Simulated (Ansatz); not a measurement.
Space group Pm-3m (No. 221). a = 3.088 Å, b = 3.088 Å, c = 3.088 Å, α = 90.00°, β = 90.00°, γ = 90.00°
```csv
atom,site,symmetry,x,y,z
Sb,1a,m-3m,0.0000,0.0000,0.0000
```

Equation of state of this Sb structure (not necessarily the ground state), with shape and atoms relaxed at each volume where symmetry leaves them free. It has no gap at any of these volumes. Level of theory: Ansatz, DFT r2SCAN, scalar-relativistic, plane waves, PAW.

Plane waves to 500 eV, a k mesh through Γ of 14×14×14 on the computed 1-atom cell and Gaussian smearing (0.10 eV); no spin polarisation.

```tsv
V (Å³/atom)	E − E(largest V) (meV/atom)	P (GPa)
25.901	50.75	9.98
26.784	5.15	6.72
27.667	-24.07	4.09
28.550	-40.39	1.89
29.433	-45.53	-0.01
30.316	-40.91	-1.63
31.199	-28.02	-3.02
32.376	0.00	-4.57
```

Question: Fit a third-order Birch–Murnaghan equation to E(V).

Answer: V0 = 29.43 Å³/atom, B0 = 58 GPa, B0' = 4.3.

Spin-orbit coupling is left out, which matters for the bands of heavy elements.

This simple cubic form isn't the element's structure at ambient conditions.

Cost: 8 runs of about 1.1 core-minutes in all, on Arm Neoverse V1 (shared hosts).